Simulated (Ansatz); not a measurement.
Polymorphs of Cu, each relaxed with plane-wave PAW r²SCAN+D4 (Ansatz code):

A: fcc (Cu type) (Fm-3m)
a = 3.560 Å, b = 3.560 Å, c = 3.560 Å, α = 90.00°, β = 90.00°, γ = 90.00°

| atom | site | symmetry | x | y | z |
|---|---|---|---|---|---|
| Cu | 4a | m-3m | 0.0000 | 0.0000 | 0.0000 |

B: dhcp (α-La type) (P6_3/mmc)
a = b = 2.5118 Å, c = 8.2579 Å, α = β = 90.00°, γ = 120.00°

| atom | site | symmetry | x | y | z |
|---|---|---|---|---|---|
| Cu | 2a | -3m. | 0.0000 | 0.0000 | 0.0000 |
| Cu | 2c | -6m2 | 0.3333 | 0.6667 | 0.2500 |

### Question
Order them by energy per atom at 0 K (lowest first) at the level r²SCAN+D4.

### Answer
A (+0 meV/atom), B (+5 meV/atom)

Not the usual ambient phase: B. All cells were relaxed under the symmetry of their starts (and spin orders); stability against distortions was not tested throughout. Rows with no word on spin ran without spin polarisation.

Energies hold the estimated change up to a 700 eV cutoff; steps of a few meV lie near the error of the meshes.

Potentials: the later of the program's two PAW sets.
